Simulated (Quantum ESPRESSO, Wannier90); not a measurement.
**Wannier functions of Ca3BiN (anti-perovskite)**

```xyz
5
Lattice="4.9004 0.0000 0.0000 0.0000 4.9004 0.0000 0.0000 0.0000 4.9004" Properties=species:S:1:pos:R:3 pbc="T T T"
Ca     2.4502     0.0000     2.4502
Ca     0.0000     2.4502     2.4502
Ca     2.4502     2.4502     0.0000
Bi     0.0000     0.0000     0.0000
N      2.4502     2.4502     2.4502
```

Cell from Materials Project (mp-31149), symmetrised, no further relaxation. COD (Crystallography Open Database) has an entry of this formula and space group (matched by these alone). Method: LDA plane waves in Quantum ESPRESSO 7.5 (PseudoDojo norm-conserving files, 68 Ry, no spin polarisation, no spin-orbit coupling), Bloch states on a 4×4×4 mesh through Γ, Wannier90 4.0.1. Density: 6×6×6 mesh, Gaussian smearing 0.01 Ry. Spin-orbit coupling is left out although heavy elements are present.

Band 19 is isolated and gives one Wannier function a cell (Bi4 6s 88 %; spread 1.83 Å²). Its on-site energy is ε = -10.279 eV relative to the valence-band maximum, and its hoppings t(R) = t(−R) to the nearer images are (images within this range that aren't listed have |t| under 5 meV):

```csv
R (lattice vectors; −R alike),distance (Å),t (eV)
0 0 1,4.90,-0.029
0 1 0,4.90,-0.029
1 0 0,4.90,-0.029
0 1 -1,6.93,-0.006
0 1 1,6.93,-0.006
1 -1 0,6.93,-0.006
1 0 -1,6.93,-0.006
1 0 1,6.93,-0.006
1 1 0,6.93,-0.006
```

Work out the band energy at Γ, X, M, R from these numbers.

For one orbital E(k) = ε + Σ_R 2 t(R) cos(2π k·R), the sum over the listed R.
- Γ, k = (0.000, 0.000, 0.000): E = -10.279 + (-0.029)·(6.00) + (-0.006)·(12.00) = -10.53 eV; pw.x: -10.52 eV
- X, k = (0.000, 0.500, 0.000): E = -10.279 + (-0.029)·(2.00) + (-0.006)·(-4.00) = -10.31 eV; pw.x: -10.32 eV
- M, k = (0.500, 0.500, 0.000): E = -10.279 + (-0.029)·(-2.00) + (-0.006)·(-4.00) = -10.20 eV; pw.x: -10.18 eV
- R, k = (0.500, 0.500, 0.500): E = -10.279 + (-0.029)·(-6.00) + (-0.006)·(12.00) = -10.18 eV; pw.x: -10.19 eV

At these points the listed shells miss the plane-wave band by up to 0.01 eV, of a width of 0.34 eV on the path. With all its hoppings the model misses the band by 0.1 meV at worst on the whole path; the listed shells hold nearly all of the dispersion.
